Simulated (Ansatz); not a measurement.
The elements of this relaxed trial crystal are hidden behind letters.

```
lattice vectors (Å)
  -1.5178    2.1409    7.5693
   1.5178   -2.1409    7.5693
   1.5178    2.1409   -7.5693
fractional positions
X 0.4004 0.4004 0.0000
X 0.5996 0.5996 0.0000
X 0.0000 0.0000 0.0000
Z 0.8004 0.8004 0.0000
Z 0.1996 0.1996 0.0000
Q 0.0975 0.5975 0.5000
Q 0.3024 0.8024 0.5000
Q 0.5000 0.0000 0.5000
Q 0.6976 0.1976 0.5000
Q 0.9025 0.4025 0.5000
```

All numbers below come from DFT PBE, scalar-relativistic, plane waves, PAW (Ansatz 0.2.0). Cutoff 420 eV, Γ-centred 10×10×10 mesh (10-atom cell), Gaussian smearing of 0.02 eV, no spin polarisation.

* Space group: Immm (No. 71)
* Conventional cell: a = 3.036 Å, b = 4.282 Å, c = 15.139 Å
* Volume per atom: 9.84 Å³
* Density: 4.79 g/cm³
* Formation energy: −2.122 eV/atom
* Gap on the 10×10×10 mesh of the 10-atom cell: 2.51 eV

Energies are uncorrected and count from the elements' standard states at the same level.

Problem. X is an s-block element of period 3, Z is a d-block element of period 4 and Q is a p-block element of period 2. Which elements are they?

Solution. X = Mg, Z = Zn, Q = O, so the formula is Mg3Zn2O5. Density times volume gives a mean mass of 4.79 × 9.84/1.6605 = 28.4 u per atom, and this set has 28.4 u. Among the elements that the hints allow, noble gases aside, only these give it. Around Mg on a site of symmetry mm2 lie 6 O at 2.12–2.14 Å; around Zn lie 6 O at 2.14–2.17 Å; O on a site of symmetry mm2 is surrounded by 4 Mg at 2.12–2.14 Å and 2 Zn at 2.17 Å; 3 more sites not described.

Kohn–Sham gaps at this level usually fall short of measured ones. A later test with randomly moved atoms came back to the same energy, though modes that don't fit the test's cell weren't probed.
